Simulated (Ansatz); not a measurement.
SrZrO3 (cubic perovskite)

```xyz
5
Lattice="4.0957 0.0000 0.0000 0.0000 4.0957 0.0000 0.0000 0.0000 4.0957" Properties=species:S:1:pos:R:3 pbc="T T T"
Sr     2.0479     2.0479     2.0479
Zr     0.0000     0.0000     0.0000
O      0.0000     2.0479     0.0000
O      2.0479     0.0000     0.0000
O      0.0000     0.0000     2.0479
```

The slice is a {100} plane (indices of the conventional cell) through the point (0.500, 0.000, 0.000) (fractional), spanned by u = [100] and v = [010] in vectors of this cell: u (4.10 Å) and v (4.10 Å, at 90° to u). It covers one period; positions are fractions (u, v).

These are LDA (plane waves to 420 eV, PAW, scalar-relativistic; Ansatz, a program for electronic structure) values and carry that method's errors. k mesh 8×8×8. Inside the PAW spheres the values are not all-electron values, and peaks at nuclei hang on which shells count as valence. SrZrO3 is run without spin polarisation. SrZrO3 was relaxed with its symmetry unable to fall. This is a high-temperature form of SrZrO3.

Three fields on this plane, each scaled to ten steps between its own extremes (0 low, 9 high; the total valence density on a logarithmic scale, the potential cut 8 eV below its top; x marks points blanked near nuclei; v = 0 in the bottom row):

Map A
```
|xxxxxx2xxxxxxxxxxx2xxxxx|
|xxxxx525xxxxxxxxx525xxxx|
|xxxxx413xxxxxxxxx314xxxx|
|xxxx83114xxxxxxx41138xxx|
|xx985200135xxx531002589x|
|887521001122222110012578|
|55321012345xxx5432101235|
|211001258xxxxxxx85210011|
|00000258xxxxxxxxx8520000|
|00001379xxxxxxxxx9731000|
|0000158xxxxxxxxxxx851000|
|0000258xxxxxxxxxxx852000|
|0000158xxxxxxxxxxx851000|
|00001379xxxxxxxxx9731000|
|00000258xxxxxxxxx8520000|
|211001258xxxxxxx85210011|
|55321012345xxx5432101235|
|887521001122222110012578|
|xx985200135xxx531002589x|
|xxxx83114xxxxxxx41138xxx|
|xxxxx413xxxxxxxxx314xxxx|
|xxxxx525xxxxxxxxx525xxxx|
|xxxxxx2xxxxxxxxxxx2xxxxx|
|xxxxxx2xxxxxxxxxxx2xxxxx|
```

Map B
```
|xxxxxx9xxxxxxxxxxx9xxxxx|
|xxxxx989xxxxxxxxx989xxxx|
|xxxxx878xxxxxxxxx878xxxx|
|xxxx76678xxxxxxx87667xxx|
|xx776556789xxx987655677x|
|666544456789998765444566|
|44443445689xxx9865443444|
|332233467xxxxxxx76433223|
|11122457xxxxxxxxx7542211|
|00112467xxxxxxxxx7642110|
|0001346xxxxxxxxxxx643100|
|0001346xxxxxxxxxxx643100|
|0001346xxxxxxxxxxx643100|
|00112467xxxxxxxxx7642110|
|11122457xxxxxxxxx7542211|
|332233467xxxxxxx76433223|
|44443445689xxx9865443444|
|666544456789998765444566|
|xx776556789xxx987655677x|
|xxxx76678xxxxxxx87667xxx|
|xxxxx878xxxxxxxxx878xxxx|
|xxxxx989xxxxxxxxx989xxxx|
|xxxxxx9xxxxxxxxxxx9xxxxx|
|xxxxxx9xxxxxxxxxxx9xxxxx|
```

Map C
```
|xxxxxx0xxxxxxxxxxx0xxxxx|
|xxxxx100xxxxxxxxx001xxxx|
|xxxxx200xxxxxxxxx002xxxx|
|xxxx64100xxxxxxx00146xxx|
|xx888640000xxx000046888x|
|999987641000000014678999|
|99999876421xxx1246789999|
|999999886xxxxxxx68899999|
|99999998xxxxxxxxx8999999|
|88999998xxxxxxxxx8999998|
|8889999xxxxxxxxxxx999988|
|8889999xxxxxxxxxxx999988|
|8889999xxxxxxxxxxx999988|
|88999998xxxxxxxxx8999998|
|99999998xxxxxxxxx8999999|
|999999886xxxxxxx68899999|
|99999876421xxx1246789999|
|999987641000000014678999|
|xx888640000xxx000046888x|
|xxxx64100xxxxxxx00146xxx|
|xxxxx200xxxxxxxxx002xxxx|
|xxxxx100xxxxxxxxx001xxxx|
|xxxxxx0xxxxxxxxxxx0xxxxx|
|xxxxxx0xxxxxxxxxxx0xxxxx|
```

Q: Assign the maps to these fields: electron localisation function (ELF); valence electron density; electrostatic potential energy of an electron, from the cell's mean.

A: A is the electron localisation function (ELF); B is the valence electron density; C is the electrostatic potential energy of an electron, from the cell's mean.
